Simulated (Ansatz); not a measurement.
**Thermal properties of CrSi6Mo2 from its phonons**

These are results of DFT PBE, scalar-relativistic, plane waves, PAW in Ansatz 0.2.0, not measurements. Settings: 420 eV plane-wave cutoff, Γ-centred 10×10×10 mesh, Fermi-Dirac smearing of 0.15 eV. No spin polarisation. Phonons by linear response, acoustic sum rule imposed.

The cell, relaxed at this level:
```
Cr Si Mo
1.0
     0.00000    3.89064    6.73528
     2.24939    0.00000    6.73528
     2.24939    3.89064    0.00000
Cr Si Mo
1 6 2
Cartesian
  0.0000 0.0000 0.0000
  2.2494 6.5048 8.9445
  2.2494 2.6047 6.7353
  2.2494 6.5048 4.5260
  2.2494 1.2765 8.9445
  2.2494 5.1765 6.7353
  2.2494 1.2765 4.5260
  2.2494 3.8906 8.9718
  2.2494 3.8906 4.4988
```

The structure comes from a generated guess, relaxed at this level; another structure or a mixture of phases may lie lower. In a metal, frequencies and elastic constants depend on the k mesh and the smearing, soft modes and shear constants most. The q mesh is coarse, so values between its points are rough.

Force constants from linear response on a 2×2×2 q mesh, interpolated to a fine mesh.

**Question.** Give the zero-point energy per atom.

**Answer.** 53.4 meV.

**Question.** How large are the vibrational entropy and heat capacity at 300 K?

**Answer.** S = 2.41 k_B and C_V = 2.55 k_B per atom, 85 % of the Dulong–Petit value.

**Question.** Tabulate them against temperature.

**Answer.**
| T (K) | F_vib (meV/atom) | S (k_B/atom) | C_V (k_B/atom) |
| --- | --- | --- | --- |
| 100 | 52.5 | 0.37 | 0.96 |
| 200 | 44.7 | 1.46 | 2.12 |
| 300 | 27.9 | 2.41 | 2.55 |
| 400 | 3.7 | 3.17 | 2.73 |
| 500 | -26.3 | 3.79 | 2.82 |
| 600 | -61.3 | 4.31 | 2.88 |
| 700 | -100.4 | 4.76 | 2.91 |
| 800 | -143.2 | 5.15 | 2.93 |
| 900 | -189.0 | 5.49 | 2.94 |
| 1000 | -237.7 | 5.80 | 2.95 |
